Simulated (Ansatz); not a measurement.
Computed properties of Ti$_{3}$O

Ti3O:
```cif
data_O4Ti12
_chemical_formula_sum 'Ti12 O4'
_space_group_name_H-M_alt 'P 1'
_space_group_IT_number 1
_cell_length_a 5.09990
_cell_length_b 5.09990
_cell_length_c 9.37025
_cell_angle_alpha 90.000
_cell_angle_beta 90.000
_cell_angle_gamma 120.000
loop_
_space_group_symop_operation_xyz
  'x, y, z'
loop_
_atom_site_label
_atom_site_type_symbol
_atom_site_fract_x
_atom_site_fract_y
_atom_site_fract_z
_atom_site_occupancy
Ti1 Ti 0.67209 0.00597 0.38159 1
Ti2 Ti 0.32791 0.99403 0.61841 1
Ti3 Ti 0.99403 0.66612 0.38159 1
Ti4 Ti 0.00597 0.33388 0.61841 1
Ti5 Ti 0.33388 0.32791 0.38159 1
Ti6 Ti 0.66612 0.67209 0.61841 1
Ti7 Ti 0.99403 0.32791 0.11841 1
Ti8 Ti 0.00597 0.67209 0.88159 1
Ti9 Ti 0.33388 0.00597 0.11841 1
Ti10 Ti 0.66612 0.99403 0.88159 1
Ti11 Ti 0.67209 0.66612 0.11841 1
Ti12 Ti 0.32791 0.33388 0.88159 1
O1 O 0.33333 0.66667 0.75000 1
O2 O 0.66667 0.33333 0.25000 1
O3 O 0.00000 0.00000 0.75000 1
O4 O 0.00000 0.00000 0.25000 1
```

Space group P-31c (No. 163); conventional cell a = b = 5.0999 Å, c = 9.3703 Å, α = β = 90.00°, γ = 120.00°.

Method: plane-wave PAW PBEsol (Ansatz code). Geometry: relaxed at this level of theory. Other levels are named where they apply.

**Cell and energy**

```yaml
volume_per_atom: 13.19 Å³
density: 5.02 g/cm³
Formation energy from the elements (no fitted shifts): -1.46 eV/atom
```

**Electronic structure**

```yaml
electronic_character: metallic (no gap)
Density of states at the Fermi level: 0.57 states/eV per atom (mean over ±0.08 eV)
```

**Mechanics**

```yaml
Bulk modulus (Birch–Murnaghan fit): 1660 kbar
Pressure derivative B′: 4.1
```

**Phonons**

```yaml
highest_zone_centre_frequency: 501 cm⁻¹
zone_centre_stability: no imaginary mode at Γ
```

The first step of the workflow began from a Materials Project structure, measured or hypothetical; the Crystallography Open Database files this formula in space group No. 163, but the cells were not matched. Whether it is the stable phase at ambient conditions was not checked. The cell was relaxed with PBEsol under the symmetry of its start. The run is not spin-polarised. Without spin polarisation and U, an open-shell compound can come out a false metal. As this level gives no gap, phonon frequencies hold no LO–TO term and depend on the k-mesh and smearing (Fermi–Dirac, 0.1 eV here). The references are the lowest solids computed at this level, not always the standard phases (solids in place of the gases).

Potentials: the later of the program's two PAW sets.
